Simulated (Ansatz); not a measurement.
TiO₂ in space group Pbcn (No. 60; Ti on 4c, O on 8d), DFT-LDA in the program Ansatz with PAW potentials. The conduction-band minimum lies on the Γ–Z line, 97 % of the way from Γ, with 2 equivalent valleys. Second derivatives d²E/dk² of the lowest band at one valley (eV·Å²), along Cartesian directions:

| direction | d²E/dk² |
|---|---|
| [100] | 4.531 |
| [010] | 3.258 |
| [001] | 4.857 |
| [110] | 3.895 |
| [101] | 4.692 |
| [011] | 4.057 |

Find the principal effective masses, the density-of-states mass and the conductivity mass.

Off-diagonal terms follow from H_xy = H[110] − (H_xx + H_yy)/2, and m*/mₑ = 7.620 eV·Å² over each eigenvalue: 1.6, 1.7, 2.3. One valley's DOS mass (m₁m₂m₃)^(1/3) = 1.8, conductivity mass 3/(Σ 1/mᵢ) = 1.8 mₑ.

What effective density of states Nc follows at 300 K for parabolic valleys?

Nc = 2.509e19 × 2 × (1.8)^(3/2) ≈ 1.2e20 cm⁻³.

With the computed static dielectric constant 59.5 (mean of the diagonal), estimate a hydrogenic donor's binding energy and radius.

E = 13.606 eV × 1.8/59.5² ≈ 6.9 meV; a = 0.529 Å × ε/m* ≈ 17 Å. Semilocal masses tend to be too small where the gap is.

This is a known high-pressure phase of the composition, computed here at zero pressure and temperature. Symmetry was held in the LDA relaxation; of distortions, only those at the zone centre were tested. No spin polarisation was allowed.

Potentials: the later of the program's two PAW sets.
